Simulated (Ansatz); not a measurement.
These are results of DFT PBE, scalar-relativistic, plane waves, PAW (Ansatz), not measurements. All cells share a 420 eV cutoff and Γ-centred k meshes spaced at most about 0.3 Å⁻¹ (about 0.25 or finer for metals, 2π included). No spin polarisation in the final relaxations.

All energies are static (0 K, no zero-point motion). All come from trial cells, and lower structures may exist.

Problem. Order these relaxed structures of Hf2TaO3 by energy, lowest first, with the energy over the lowest of them.
A.

Space group P-4m2 (No. 115). a = 3.010 Å, b = 3.010 Å, c = 8.822 Å, α = 90.00°, β = 90.00°, γ = 90.00°
```csv
atom,site,symmetry,x,y,z
Hf,2g,2mm.,0.5000,0.0000,0.6694
Ta,1b,-4m2,0.5000,0.5000,0.0000
O,2g,2mm.,0.5000,0.0000,0.4083
O,1a,-4m2,0.0000,0.0000,0.0000
```

B.

Space group R-3m:H (No. 166). a = 5.286 Å, b = 5.286 Å, c = 11.524 Å, α = 90.00°, β = 90.00°, γ = 120.00°
| atom | site | symmetry | x | y | z |
| --- | --- | --- | --- | --- | --- |
| Hf | 6c | 3m | 0.3333 | 0.6667 | 0.3828 |
| Ta | 3a | -3m | 0.0000 | 0.0000 | 0.0000 |
| O | 9d | .2/m | 0.8333 | 0.1667 | 0.1667 |

C.

Space group P4mm (No. 99). a = 3.008 Å, b = 3.008 Å, c = 8.574 Å, α = 90.00°, β = 90.00°, γ = 90.00°
```tsv
atom	site	symmetry	x	y	z
Hf	1a	4mm	0.0000	0.0000	0.9540
Hf	1b	4mm	0.5000	0.5000	0.5862
Ta	1b	4mm	0.5000	0.5000	0.2580
O	1a	4mm	0.0000	0.0000	0.6489
O	1a	4mm	0.0000	0.0000	0.2017
O	1b	4mm	0.5000	0.5000	0.8511
```

Solution. C (0 meV/atom), A (204 meV/atom), B (513 meV/atom). Forms: C P4mm; A P-4m2; B R-3m. Counting O atoms around Hf and Ta (those within 1.25 times the shortest such distance or 1.15 times the sum of covalent radii, 1.27 where that leaves under three; a plus sign parts nearer from farther groups; a slash parts the counts of unlike sites): C has Hf 5/5+1, Ta 4; A has Hf 5, Ta 4; B has Hf 3, Ta 6.

These runs have no spin–orbit coupling, which can matter for Hf and Ta. In P4mm, P-4m2, R-3m an odd number of electrons in the primitive cell allows no gap without spin; a larger cell or a magnetic state could open one. A magnetic state wasn't ruled out in cells without spin, among them P4mm. Cells relaxed within their symmetry can be saddle points. Some structure types and database cells were kept out of the candidates from the start, so a known form may be missing.
